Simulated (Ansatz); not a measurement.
CdSe (zinc blende)

```
CELL_PARAMETERS angstrom
      0.00000     3.06666     3.06666
      3.06666     0.00000     3.06666
      3.06666     3.06666     0.00000
ATOMIC_POSITIONS crystal
  Se 0.75000 0.75000 0.75000
  Cd 0.00000 0.00000 0.00000
```

The relaxed cell is deformed in two ways at once: its volume V is scaled, and at that volume it is stretched along z (the c axis of the conventional cell) so that c/a changes. Fractional atomic positions are held.

Computed with r2SCAN (plane waves to 500 eV, PAW, scalar-relativistic; Ansatz, an electronic-structure program). k mesh 9×9×9 (Γ-centred), Fermi-Dirac smearing 0.05 eV. E stands for the smeared free energy. Compression counts positive. CdSe was relaxed with its symmetry unable to fall. The PAW data are Ansatz's earlier set. The zero of ΔE is the relaxed starting cell.

ΔE (meV/atom), with V/V₀ across and (c/a)/(c/a)₀ down:

```csv
(c/a)/(c/a)₀ \ V/V₀,0.920,0.947,0.973,1.000,1.027,1.053,1.080
0.960,35.7,15.8,4.9,1.6,4.9,13.9,27.8
0.973,35.2,15.2,4.1,0.7,3.9,12.8,26.6
0.987,34.9,14.8,3.7,0.2,3.3,12.2,25.9
1.000,34.7,14.7,3.5,0.0,3.1,11.9,25.7
1.013,34.9,14.8,3.7,0.2,3.3,12.2,25.9
1.027,35.2,15.2,4.2,0.7,3.9,12.8,26.6
1.040,35.8,16.0,5.0,1.7,5.0,13.9,27.8
```

σzz (GPa), with V/V₀ across and (c/a)/(c/a)₀ down:

```
(c/a)/(c/a)₀ \ V/V₀  0.920  0.947  0.973  1.000  1.027  1.053  1.080
-------------------  -----  -----  -----  -----  -----  -----  -----
0.960                 5.42   3.49   1.82   0.39  -0.85  -1.92  -2.84
0.973                 5.37   3.41   1.73   0.28  -0.98  -2.06  -2.99
0.987                 5.30   3.32   1.62   0.15  -1.12  -2.21  -3.15
1.000                 5.21   3.21   1.49   0.01  -1.27  -2.37  -3.32
1.013                 5.10   3.08   1.34  -0.15  -1.44  -2.55  -3.51
1.027                 4.96   2.93   1.18  -0.33  -1.63  -2.75  -3.71
1.040                 4.81   2.76   1.00  -0.52  -1.83  -2.95  -3.92
```

Derived quantities:

- Shear modulus C′ = (C11 − C12)/2 (fit, atoms clamped) = 8.6 GPa
- Lowest place on the grid = V/V₀ = 1.000, (c/a)/(c/a)₀ = 1.000 (0.0 meV/atom)
- Highest place on the grid = V/V₀ = 0.920, (c/a)/(c/a)₀ = 1.040 (35.8 meV/atom)

(Under strain, the slope of the energy per volume gives the stress and its curvature an elastic modulus.)
